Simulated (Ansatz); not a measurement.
Frames from the relaxation of a relaxed Cs2P3 cell shaken by Gaussian noise of σ = 0.08 Å a coordinate, as extended XYZ (Å, eV, eV/Å, GPa with compression positive). The numbers are results of PBE (plane waves to 420 eV, PAW, scalar-relativistic; Ansatz, a quantum-chemistry and plane-wave program), not measurements. Γ-centred k-mesh 3×3×6 on the run's cell (coarser than for final values), Fermi–Dirac smearing 0.05 eV.

```xyz
10
Lattice="10.0837 -0.0016 -0.0079 -0.0016 10.0669 0.0174 -0.0030 0.0066 3.8321" Properties=species:S:1:pos:R:3:forces:R:3 pbc="T T T" step=5 free_energy=-27214.775 pressure=-0.1 accepted=T
P      4.9541     4.9514     0.4489   -0.0177   -0.0250    0.1792
P     -0.1296    -0.0614     0.7612   -0.0121   -0.0180    0.2593
P      5.7046     0.7015     1.7506    0.0948    0.1060   -0.0248
P      0.6594     4.3359     1.7667    0.0677   -0.0260   -0.0361
P      9.3559     5.7213     1.7352   -0.0512    0.0487   -0.0060
P      4.3200     9.3809     1.7704   -0.0709   -0.1030   -0.0296
Cs     7.8682     2.8119    -0.1791    0.0202   -0.0088   -0.0831
Cs     2.7328     2.1110    -0.1474   -0.0114   -0.0135   -0.0903
Cs     7.1732     7.8271    -0.1566    0.0077    0.0303   -0.0888
Cs     2.1408     7.2434    -0.1558   -0.0271    0.0094   -0.0797
10
Lattice="10.0393 0.0010 -0.0048 0.0010 10.0208 0.0165 -0.0018 0.0062 3.8428" Properties=species:S:1:pos:R:3:forces:R:3 pbc="T T T" step=6 free_energy=-27214.890 pressure=-0.1 accepted=T
P      4.9274     4.9221     0.6183   -0.0185   -0.0299    0.2252
P     -0.1308    -0.0658     0.9587   -0.0219   -0.0194    0.2656
P      5.6850     0.7066     1.7122    0.0473    0.0669   -0.0179
P      0.6672     4.3218     1.7233    0.0671   -0.0275   -0.0240
P      9.3127     5.7032     1.7054   -0.0499    0.0457   -0.0122
P      4.3074     9.3320     1.7256   -0.0275   -0.0527   -0.0241
Cs     7.8427     2.7960    -0.2190    0.0266   -0.0104   -0.1014
Cs     2.7117     2.0927    -0.2000   -0.0073   -0.0193   -0.1049
Cs     7.1467     7.7999    -0.1996    0.0129    0.0352   -0.1073
Cs     2.1262     7.2194    -0.1999   -0.0287    0.0114   -0.0989
```

The path has 50 moves and ends in C2/m (No. 12), 0.72 eV/atom below its start. Free energies are of the whole cell and compare only within this code, potentials and settings.  No spin polarisation in the result.

The end of the path is a generated cell of Cs2P3: the first start was made by placing the elements on the sites of a structure type, and the end was not matched to a known phase here, so it may be hypothetical.
